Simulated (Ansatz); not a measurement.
Total density of states per atom from PBE in the plane-wave PAW code Ansatz, in 0.25 eV bins, energy from the Fermi level:

```
E (eV) | states/eV/atom
    -7.85 | ############ 0.22
    -7.60 | ############ 0.23
    -7.35 | ############ 0.22
    -7.10 | ############# 0.24
    -6.85 | ############# 0.24
    -6.60 | ############## 0.26
    -6.35 | ############### 0.27
    -6.10 | ################ 0.29
    -5.85 | ################ 0.29
    -5.60 | ############### 0.29
    -5.35 | ################ 0.30
    -5.10 | ################ 0.29
    -4.85 | ################ 0.29
    -4.60 | ################# 0.31
    -4.35 | ################### 0.35
    -4.10 | ################### 0.36
    -3.85 | #################### 0.36
    -3.60 | ################### 0.35
    -3.35 | ################## 0.33
    -3.10 | ################# 0.31
    -2.85 | #################### 0.37
    -2.60 | ##################### 0.39
    -2.35 | ################### 0.34
    -2.10 | ################### 0.34
    -1.85 | ###################### 0.41
    -1.60 | #################### 0.36
    -1.35 | #################### 0.36
    -1.10 | ###################### 0.40
    -0.85 | ###################### 0.41
    -0.60 | ######################## 0.45
    -0.35 | ####################### 0.43
    -0.10 | ###################### 0.40
     0.15 | ####################### 0.43
     0.40 | ####################### 0.42
     0.65 | ####################### 0.43
     0.90 | ######################## 0.44
     1.15 | ######################### 0.47
     1.40 | ######################## 0.45
     1.65 | ########################## 0.47
     1.90 | ######################### 0.46
     2.15 | ###################### 0.41
     2.40 | ####################### 0.43
     2.65 | ############################ 0.52
     2.90 | ############################# 0.54
     3.15 | ######################### 0.46
     3.40 | ############################ 0.52
     3.65 | ######################## 0.44
     3.90 | ############################## 0.55
     4.15 | ############################ 0.53
     4.40 | ########################## 0.48
     4.65 | ############################## 0.55
```

Task: Pick the material that matches.
(A) AlRu, CsCl type
(B) Si2Ni, P6/mmm (Ni on 1a, Si on 2d)
(C) AlFe, CsCl type
(D) Al, P6/mmm (Al on 2e, Al on 2d, Al on 3f)

Result: D, Al, P6/mmm (Al on 2e, Al on 2d, Al on 3f). Within 0.5 eV of the Fermi level: Al 3p 65 %, Al 3s 30 %. Projections are on Löwdin-orthogonalised atomic valence shells; empty p or d shells of many metals are not among them.

The start of the workflow was typed in or built on a structure type; neither database checked (COD, Materials Project) lists it. It is not the phase usual at ambient conditions (space group No. 225). Symmetry was held in the PBE relaxation; its stability against distortions is not shown here.

Potentials: the later of the program's two PAW sets.
